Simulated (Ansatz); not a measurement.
**Equation of state of BaMg2Pb2**

A database entry relaxed whole under r2SCAN (P4/nmm):

```xyz
10
Lattice="4.9867 0.0000 0.0000 0.0000 4.9867 0.0000 0.0000 0.0000 12.3007" Properties=species:S:1:pos:R:3 pbc="T T T"
Ba    0.0000    2.4933    3.0765
Ba    2.4933    0.0000    9.2243
Mg    0.0000    0.0000    0.0000
Mg    2.4933    2.4933    0.0000
Mg    0.0000    2.4933    7.8092
Mg    2.4933    0.0000    4.4915
Pb    0.0000    2.4933   10.6537
Pb    2.4933    0.0000    1.6470
Pb    0.0000    0.0000    6.1504
Pb    2.4933    2.4933    6.1504
```

The cell was scaled uniformly, its shape held, and the atoms relaxed at each volume with plane-wave PAW DFT (Ansatz 0.2.0; r2SCAN, 500 eV, 7×7×3 Γ-centred mesh, fermi-dirac occupations of width 0.100 eV; no spin, no spin-orbit coupling). One row is withheld.

| volume (Å³/atom) | energy over the lowest (meV/atom) | pressure (GPa) |
| --- | --- | --- |
| 28.753 | 14.6 | 2.66 |
| 29.364 | 6.4 | 1.71 |
| 29.976 | ? | ? |
| 30.588 | 0.0 | 0.09 |
| 31.200 | 1.1 | -0.59 |
| 31.811 | 4.7 | -1.21 |
| 32.423 | 10.5 | -1.76 |

**Question.** Fit the pressures of the other rows to the third-order Birch-Murnaghan form.

**Answer.** With f = [(V₀/V)^(2/3) − 1]/2 and P = 3B₀f(1 + 2f)^(5/2)[1 + 3(B₀′ − 4)f/2], least squares gives V₀ = 30.67 Å³ an atom, B₀ = 35.8 GPa and B₀′ = 4.5; the rows miss the fit by less than 0.01 GPa. The slope of the energies differs from these pressures by less than 0.05 GPa.

**Question.** What does the withheld row hold?

**Answer.** The fit gives 0.86 GPa at 29.976 Å³; the run gave 0.86 GPa and 1.7 meV an atom.

Caveats: the shape of the cell was held, so B₀ is an upper bound where the axes differ in stiffness; 0 K, fixed nuclei; the symmetry was kept, and this need not be the phase that is stable at 0 K; one mesh for all volumes; every run is gapless at this level; pressure is positive in compression.
